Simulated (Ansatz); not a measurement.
Si (hcp (Mg type), P6_3/mmc) under volume change, PBEsol (plane waves, PAW; program Ansatz), shape and atoms relaxed at each volume.

| V (Å³/atom) | E − E(relaxed) (meV/atom) | P (GPa) |
|---|---|---|
| 12.689 | 40.2 | 11.23 |
| 13.108 | 16.7 | 6.84 |
| 13.526 | 3.9 | 3.09 |
| 13.944 | 0.0 | 0.00 |
| 14.363 | 3.5 | -2.58 |
| 14.781 | 13.3 | -4.89 |
| 15.199 | 28.6 | -6.79 |

Task: What does a third-order Birch–Murnaghan fit give for V₀, B₀ and B′?

Result: V₀ = 13.94 Å³/atom, B₀ = 95.7 GPa, B′ = 4.6.

The start of the workflow was typed in or built on a structure type; the Crystallography Open Database copy checked does not list it. It is not the phase usual at ambient conditions (space group No. 227). The cell was relaxed with PBEsol under the symmetry of its start; its stability against distortions is not shown here.

Potentials: the earlier of the program's two PAW sets. The files were generated under PBE; for other functionals the program regenerates the frozen cores, and for LDA and PBEsol the local potential too.
